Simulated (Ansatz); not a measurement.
**Property card for RhPb**

RhPb:
```cif
data_PbRh
_chemical_formula_sum 'Pb1 Rh1'
_space_group_name_H-M_alt 'P 1'
_space_group_IT_number 1
_cell_length_a 3.38191
_cell_length_b 3.38191
_cell_length_c 3.38191
_cell_angle_alpha 90.000
_cell_angle_beta 90.000
_cell_angle_gamma 90.000
loop_
_space_group_symop_operation_xyz
  'x, y, z'
loop_
_atom_site_label
_atom_site_type_symbol
_atom_site_fract_x
_atom_site_fract_y
_atom_site_fract_z
_atom_site_occupancy
Pb1 Pb 0.00000 0.00000 0.00000 1
Rh1 Rh 0.50000 0.50000 0.50000 1
```

Space group Pm-3m (No. 221), CsCl type; conventional cell a = 3.382 Å, b = 3.382 Å, c = 3.382 Å, α = 90.00°, β = 90.00°, γ = 90.00°.

Method: the program Ansatz at the PBE level (PAW). The cell and atoms are relaxed at this level. Other levels are named where they apply.

Cell and energy:

- Volume per atom: 19.34 Å³
- Density: 13.31 g/cm³
- Formation energy from the elements (no fitted shifts): 0.14 eV/atom

Electronic structure:

* **Electronic character**: metallic (no gap)
* **Density of states at the Fermi level**: 1.3 states/eV per atom (mean over ±0.08 eV)
* **Gap with spin–orbit coupling**: none (metallic)

Mechanics:

Bulk modulus (Birch–Murnaghan fit): 114 GPa
Pressure derivative B′: 5.1

The cell is a constructed one: a structure type filled with these elements; neither database checked (COD, Materials Project) lists it. COD files the formula under space group No. 191, so this cell is another polymorph or a model. Whether it is the stable phase at ambient conditions was not checked. The PBE relaxation kept the symmetry of its start; whether a distortion lowers the energy is not shown. No spin polarisation was allowed. The references are the lowest solids computed at this level, not always the standard phases. Scalar-relativistic: spin–orbit coupling is off unless named, which matters more the heavier the elements.

Potentials: the earlier of the program's two PAW sets.
